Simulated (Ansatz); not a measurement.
Input file for Ansatz (a program for electronic structure):

Ansatz 0.2 input:
```yaml
crystal:
  lattice:
    - [-3.6065521932, 6.965342974, 3.4445310257]
    - [3.6065521932, -6.965342974, 3.4445310257]
    - [3.6065521932, 6.965342974, -3.4445310257]
  atoms:
    - { symbol: K, position: [0.859684084, 0.6839192223, 0.5436033063] }
    - { symbol: K, position: [0.140315916, 0.3160807777, 0.4563966937] }
    - { symbol: K, position: [0.640315916, 0.1839192223, 0.8242351382] }
    - { symbol: K, position: [0.359684084, 0.8160807777, 0.1757648618] }
    - { symbol: Zn, position: [0.75, 0.75, 0.0] }
    - { symbol: Zn, position: [0.25, 0.25, 0.0] }
    - { symbol: Te, position: [0.6074117809, 0.6940022067, 0.3014139877] }
    - { symbol: Te, position: [0.3925882191, 0.3059977933, 0.6985860123] }
    - { symbol: Te, position: [0.8925882191, 0.1940022067, 0.0865904258] }
    - { symbol: Te, position: [0.1074117809, 0.8059977933, 0.9134095742] }
kpoints:
  mp_grid: { grid: [6, 6, 6] }
basis: { xc_grid: 2 }
hamiltonian:
  xc: pbesol
  pseudopotentials: { kind: paw }
scf:
  occupations: { method: fixed }
checkpoint: { read: static.run }
output: { write_density: true, elf: true, volumetric_format: npy }
```

Output (shortened):

```
Pseudopotential: K, paw, valence charge 9
Pseudopotential: Zn, paw, valence charge 12
Pseudopotential: Te, paw, valence charge 16
Functional definition: PBEsol
Crystal: 10 atoms, lattice volume = 346.119 Å³
Basis set: ecut = 420 eV, 6789 PW (Γ), exchange–correlation on 120×120×120 points (8 copies of the dense FFT grid, shifted against one another)
Bands: 75, of which v1, the nominal top of the filled ones, is band 62 counted from 1 (61 counted from 0)
Symmetry: 8 space group operations
Space group: Ibam (ITA 72), of the structure as read, at distance tolerance 7.0e-5 Å
k-points: 46 of 216
Stability of the state it starts from, as read at its close in the unpolarized treatment …
iter 1 solved again at ethr=6.85e-7 eV; its pass at ethr=3.10e-3 eV (dr2=8.49e-4 eV) is discarded
SCF iter   1: F=—  HF=-40240.390805 eV  |F-HF|=—  |Δ(HF+E_count)|=         —  Δρ=2.34e-6  dr2=2.39e-8  ethr=6.85e-7  ⟨swp⟩=3.0  Hψ=19632  notcnv=0  defer=506
preconditioner: auto → Resta (q_TF=auto, 2.299 Å⁻¹)
SCF iter   2: F=—  HF=-40240.390825 eV  |F-HF|=—  |Δ(HF+E_count)|=   2.08e-5  Δρ=1.94e-6  dr2=1.34e-8  ethr=1.93e-11  ⟨swp⟩=17.3  Hψ=22462  notcnv=0
SCF iter   3: F=-40240.390825 eV  HF=-40240.390825 eV  |F-HF|=3.37e-9  |Δ(HF+E_count)|=   3.88e-9  Δρ=8.70e-7  dr2=3.96e-9  ethr=1.08e-11  ⟨swp⟩=1.0  Hψ=7267  notcnv=0
SCF 1 converged in 3 iterations: F = -40240.390825 eV  dr2 = 3.96e-9
SCF converged after 3 iterations
Free energy (F): -40240.390825 eV
Harris-Foulkes:  -40240.390825 eV  (|F-HF|=3.37e-9)
Internal energy: -40240.390825 eV  (E = F + TS)
E sigma→0 (E₀):  -40240.390825 eV
Fermi energy:    4.783778 eV
--- Per-component energies (eV) ---
  E_band       = -1607.871766
  E_kinetic    = 2004.245405
  E_local      = -13944.799831  (includes V_loc(G=0)·N_el)
  E_nonlocal   = 54.538092
  E_hartree    = 6945.555006
  E_xc         = -1300.188411
  E_vxc        = -1178.386111  (∫ρ·V_xc dr)
  E_paw        = -24969.863917  (= ΣΔE_a)
  E_vpaw       = -2434.577953  (= ΣTr[D̂ρ^β])
  E_aug_tail   = -0.001503  (compensation charges beyond the density's cutoff)
  E_ewald      = -9033.401178
  E_core_change = 3.525511  (= ΣΔE_core)
  E_smearing   =  0.000000  (= −TS)
  E_closure    = 0.000000  (closes the sum)
  Σ components = -40240.390825   (vs F -40240.390825, Δ=0.00e0)
  [band-id]    e_kinetic+e_local+e_nonlocal+2·e_hartree+e_vxc+e_vpaw+e_augmentation_tail = -1607.871888   (vs E_band -1607.871766, Δ=-1.23e-4)
--- Band table (eV; the first three rows and the last of 46) ---
  k-point 0: bands = ["-30.4477", "-30.4468", "-30.4467", "-30.4467", "-30.4407", "-30.4406", "-30.4393", "-30.4393", "-30.3696", "-30.3693", "-30.3691", "-30.3691", "-30.3691", "-30.3688", "-30.3688", "-30.3686", "-30.3497", "-30.3495", "-30.3490", …
  k-point 1: bands = ["-30.4477", "-30.4468", "-30.4467", "-30.4467", "-30.4407", "-30.4406", "-30.4393", "-30.4393", "-30.3696", "-30.3693", "-30.3691", "-30.3691", "-30.3691", "-30.3688", "-30.3688", "-30.3686", "-30.3497", "-30.3495", "-30.3490", …
  k-point 2: bands = ["-30.4477", "-30.4468", "-30.4467", "-30.4467", "-30.4407", "-30.4406", "-30.4393", "-30.4393", "-30.3696", "-30.3693", "-30.3691", "-30.3691", "-30.3691", "-30.3688", "-30.3688", "-30.3686", "-30.3497", "-30.3495", "-30.3490", …
  k-point 45: bands = ["-30.4478", "-30.4468", "-30.4467", "-30.4467", "-30.4407", "-30.4407", "-30.4393", "-30.4393", "-30.3696", "-30.3693", "-30.3691", "-30.3691", "-30.3691", "-30.3688", "-30.3688", "-30.3686", "-30.3497", "-30.3495", "-30.3490", …
```

Cost: roughly 50 core-seconds on shared cores.

The first step of the workflow began from a Materials Project structure, measured or hypothetical; the Crystallography Open Database copy checked does not list it. Its standing as an ambient phase is unchecked. The cell was relaxed with PBEsol under the symmetry of its start; whether a distortion lowers the energy is not shown. Spin–orbit coupling is left out wherever it is not named.

Potentials: the later of the program's two PAW sets.

Ansatz is a plane-wave DFT program.
